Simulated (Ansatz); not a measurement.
ScGe in space group Cmcm (No. 63; Sc on 4c, Ge on 4c), PBE (plane waves, PAW; program Ansatz), all energies at zero smearing, with the estimated change up to a 700 eV cutoff added, with one set of potentials and settings (totals compare only within such a set). Cell of 4 atoms (2 Sc, 2 Ge): -12864.915 eV.

```csv
element,reference phase,E (eV/atom)
Sc,"P6_3/mmc, 2 atoms in the cell",-2135.8097
Ge,"Fd-3m, 2 atoms in the cell",-4294.9847
```

Formation energy per atom, worked out: (-12864.915 − 2×(-2135.8097) − 2×(-4294.9847))/4 = -0.832 eV/atom (-80 kJ per mol of atoms), at 0 K, without zero-point energy or fitted corrections.

The workflow started from a Materials Project entry (that database holds measured and hypothetical structures alike); the Crystallography Open Database copy checked does not list it. Whether it is the stable phase at ambient conditions was not checked. The PBE relaxation kept the symmetry of its start; its stability against distortions is not shown here. No spin polarisation was allowed. The references are the lowest solids computed at this level, not always the standard phases.

Potentials: the later of the program's two PAW sets.
